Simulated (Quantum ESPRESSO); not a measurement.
**SiC (F-43m) under strain**

```
CSi
1.0
    0.00000     2.17699     2.17699
    2.17699     0.00000     2.17699
    2.17699     2.17699     0.00000
Si C
1 1
Direct
  0.25000   0.25000   0.25000
  0.00000   0.00000   0.00000
```
The geometry is a computed Materials Project entry, not a measured one. It is SiC in F-43m. Stability against distortions was not tested.

Isotropic strain: all lattice vectors are scaled together, so the volume changes by about three times as much; fractional positions kept.

Method: shieldings by GIPAW with PBE in a modified build of Quantum ESPRESSO, on JTH PAW datasets, 20 Ha, k-mesh 10×10×10 shifted, f-sum rule met within 0.003 %. Values are those of the named site's first atom. Shieldings are absolute and leave out the bulk-susceptibility term; a larger σ means a smaller chemical shift. By our sweeps, such settings leave a few ppm in absolute σ. No d partial waves on Si: the paramagnetic term there is incompletely reconstructed.

| lattice scale factor | σ_iso Si (ppm) | σ_iso C (ppm) |
|---|---|---|
| 0.98 | 367.3 | 151.0 |
| 0.99 | 363.2 | 146.5 |
| 1 | 358.7 | 141.8 |
| 1.01 | 354.0 | 136.9 |
| 1.02 | 349.2 | 131.5 |
